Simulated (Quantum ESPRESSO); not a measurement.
AlSn and the effect of the dispersion correction

The cell as given:

```
Sn Al
1.0
     4.19811    0.00000    0.00000
    -2.09905    3.63567    0.00000
     0.00000    0.00000    3.30685
Sn Al
1 1
Direct
  0.33333 0.66667 0.50000
  0.00000 0.00000 0.00000
```

The cell comes from a database or a generator and needn't be the stable form of this composition.

Kept alike: task relaxation of cell and atoms; functional PBEsol; k mesh 7 × 7 × 8; occupations fermi-dirac, width 0.05 eV; no spin polarisation. Program: Quantum ESPRESSO, GBRV 1.5 PBEsol, cutoff 925 eV. The mesh is that of the run's cell of 2 atoms. No spin-orbit coupling.

```csv
dispersion correction,volume (Å³/atom),first edge of the run's cell (Å),third edge of the run's cell (Å)
D3(zero),23.815,4.107,3.261
D3(BJ),23.406,4.077,3.252
none,24.246,4.132,3.280
rVV10,23.638,4.088,3.266
```

The relaxations keep at least the cell's symmetry (P-6m2). For a metal such a mesh leaves the last digits unconverged. Relaxations stop with a little pressure left, so the last digits of a volume or edge aren't settled.

What does the dispersion correction change here?

The volume runs from 23.406 (D3(BJ)) to 24.246 Å³/atom (none). Against no correction: D3(zero) -1.8 %; D3(BJ) -3.5 %; rVV10 -2.5 %. Dispersion terms mostly attract and so lower the volume; the schemes' coefficients and damping set how far. The first edge of the run's cell runs from 4.077 (D3(BJ)) to 4.132 Å (none). The third edge of the run's cell runs from 3.252 (D3(BJ)) to 3.280 Å (none).
